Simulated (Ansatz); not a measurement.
**Question.** Free-standing sheets of SnC2, buckled pentagonal (penta-graphene)-type layer and ISi, capped honeycomb (chair)-type layer are relaxed with r²SCAN+D4 (plane waves, PAW; program Ansatz), and their levels computed with HSE06. Aligned at the vacuum level, what band offsets and what type of junction result?

**Answer.** SnC2: VBM -4.37, CBM -2.96 eV; ISi: VBM -5.17, CBM -3.75 eV. Valence offset 0.79 eV (SnC2 higher), conduction offset 0.79 eV (ISi lower): type II (staggered).

Natural alignment of Kohn–Sham levels: no interface dipole, strain or quasiparticle shift.

All cells were relaxed under the symmetry of their starts (and spin orders); stability against distortions was not tested throughout. Scalar-relativistic: spin–orbit coupling is off unless named, which matters more the heavier the elements. Constructed layers (a layer type filled with these elements): SnC2, buckled pentagonal (penta-graphene)-type layer; ISi, capped honeycomb (chair)-type layer.

Potentials: the later of the program's two PAW sets.

Edges and masses are those of Kohn–Sham bands, whose gap is no quasiparticle gap.
